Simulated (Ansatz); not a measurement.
Input and command of a calculation in Ansatz (plane waves; scalar-relativistic PAW potentials unless the input names others):

```yaml
crystal:
  lattice:
    - [6.7236619739, 0.0, 0.0]
    - [-3.361830987, 5.8228620759, 0.0]
    - [0.0, 0.0, 3.5572642995]
  atoms:
    - { symbol: Ge, position: [0.6666666667, 0.3333333333, 0.0] }
    - { symbol: Ge, position: [0.3333333333, 0.6666666667, 0.0] }
    - { symbol: Ge, position: [0.0, 0.0, 0.5] }
    - { symbol: Pt, position: [0.6214374974, 0.0, 0.5] }
    - { symbol: Pt, position: [0.3785625026, 0.3785625026, 0.5] }
    - { symbol: Pt, position: [0.0, 0.6214374974, 0.5] }
    - { symbol: Pt, position: [0.0, 0.2824814795, 0.0] }
    - { symbol: Pt, position: [0.7175185205, 0.7175185205, 0.0] }
    - { symbol: Pt, position: [0.2824814795, 0.0, 0.0] }
basis:
  ecutwfc: "50 eV"
kpoints:
  mp_grid: { grid: [6, 6, 10] }
hamiltonian:
  xc: r2scan
scf:
  occupations: { method: gaussian, width: 0.1 }
  max_iter: 75
output:
  forces: true
  eigenvalues: true
  stress: true
```

```bash
ansatz run input.yaml --threads 1 --pin off --max-ram 3072MiB --backend cpu --events-out ev --progress --plain --runs-dir out
```

Abridged log:
```
Basis set: ecut = 50 eV, 101 PW (Γ), exchange–correlation on 64×64×36 points (64 copies of the dense FFT grid, shifted against one another)
Bands: 90, of which v1, the nominal top of the filled ones, is band 75 counted from 1 (74 counted from 0)
Symmetry: 12 space group operations
k-points: 42 of 360 (time reversal used)
SCF iter   1: F=—  HF=-84638.228510 eV  |F-HF|=—  |Δ(HF+E_count)|=         —  Δρ=2.13e0  dr2=4.85e3  dr2_τ=3.37e2  ethr=1.77e-3  ⟨swp⟩=1.0  Hψ=4686  notcnv=0
SCF iter   2: F=—  HF=-80817.512777 eV  |F-HF|=—  |Δ(HF+E_count)|=    3.82e3  Δρ=1.73e-1  dr2=6.95e1  dr2_τ=1.71e0  ethr=1.77e-3  ⟨swp⟩=6.4  Hψ=23549  notcnv=0  defer=305
SCF iter   3: F=—  HF=-80799.355004 eV  |F-HF|=—  |Δ(HF+E_count)|=    1.82e1  Δρ=9.20e-2  dr2=2.08e1  dr2_τ=7.26e-2  ethr=1.77e-3  ⟨swp⟩=3.4  Hψ=6886  notcnv=0  defer=296
SCF iter   4: F=—  HF=-80791.403969 eV  |F-HF|=—  |Δ(HF+E_count)|=    7.95e0  Δρ=1.43e-2  dr2=6.63e-1  dr2_τ=1.41e-3  ethr=1.77e-3  ⟨swp⟩=3.6  Hψ=6886  notcnv=0  defer=293
SCF iter   5: F=—  HF=-80791.126275 eV  |F-HF|=—  |Δ(HF+E_count)|=   2.78e-1  Δρ=5.81e-3  dr2=8.58e-2  dr2_τ=3.97e-4  ethr=4.42e-4  ⟨swp⟩=2.5  Hψ=4999  notcnv=0  defer=287
SCF iter   6: F=—  HF=-80791.076148 eV  |F-HF|=—  |Δ(HF+E_count)|=   5.01e-2  Δρ=1.46e-3  dr2=4.89e-3  dr2_τ=5.04e-5  ethr=5.72e-5  ⟨swp⟩=1.9  Hψ=4571  notcnv=0  defer=287
SCF iter   7: F=—  HF=-80791.073091 eV  |F-HF|=—  |Δ(HF+E_count)|=   3.06e-3  Δρ=3.92e-4  dr2=3.04e-4  dr2_τ=2.61e-6  ethr=3.26e-6  ⟨swp⟩=2.0  Hψ=4796  notcnv=0  defer=287
SCF iter   8: F=—  HF=-80791.072979 eV  |F-HF|=—  |Δ(HF+E_count)|=   1.12e-4  Δρ=8.81e-5  dr2=2.05e-5  dr2_τ=5.13e-8  ethr=2.03e-7  ⟨swp⟩=2.0  Hψ=4992  notcnv=0  defer=287
SCF iter   9: F=—  HF=-80791.072969 eV  |F-HF|=—  |Δ(HF+E_count)|=   9.45e-6  Δρ=2.54e-5  dr2=2.09e-6  dr2_τ=8.04e-9  ethr=1.37e-8  ⟨swp⟩=2.0  Hψ=5058  notcnv=0  defer=287
SCF iter  10: F=—  HF=-80791.072968 eV  |F-HF|=—  |Δ(HF+E_count)|=   8.16e-7  Δρ=7.64e-6  dr2=2.47e-7  dr2_τ=1.73e-9  ethr=1.39e-9  ⟨swp⟩=2.0  Hψ=5019  notcnv=0  defer=287
SCF iter  11: F=-80791.072968 eV  HF=-80791.072968 eV  |F-HF|=1.43e-8  |Δ(HF+E_count)|=   9.56e-8  Δρ=2.14e-6  dr2=1.68e-8  dr2_τ=1.01e-10  ethr=6.67e-11  ⟨swp⟩=9.9  Hψ=14304  notcnv=0
Error: refused after 11 iterations: one_centre_occupation = 2.26e0 (threshold 2.00e0); read on the Ge atom at site 2 (counted from 0), in its partial waves of l = 0. The loop had accepted its state. The figure is how many electrons the atom's PAW partial-wave expansion lays in one spin orbital inside its sphere. Of a state that the partial waves describe, at an atom whose sphere does not reach far into another's, it is at most what a level can hold: about one, and more with the corrected tetrahedra; the threshold leaves room over one. Most likely the run has filled a ghost state, a level that  ...
```

Question: What is wrong with this input?

Answer: The fault is a cutoff far too low (basis.ecutwfc: 500 → "50 eV", the first being the value of the sound run). Setting it back cures it. The log, from which this was withheld above, says: «Warning: basis.ecutwfc = 50 eV is below the records' recommended 500 eV, and the density's cutoff is lower with it unless basis.ecutrho_ratio is high enough to keep the records' density cutoff: compare with a run at a higher cutoff» The SCF loop closed, but the program refused the state that it reached. A reference run on usual settings, whose relaxation ended at this geometry, converged, and the end of its own relaxation has pressure -0.01 GPa, largest force 0.006 eV/Å, no gap on the mesh.

It took 14 s on 1 thread of Arm Neoverse V1, on a shared host, peak memory 0.31 GiB.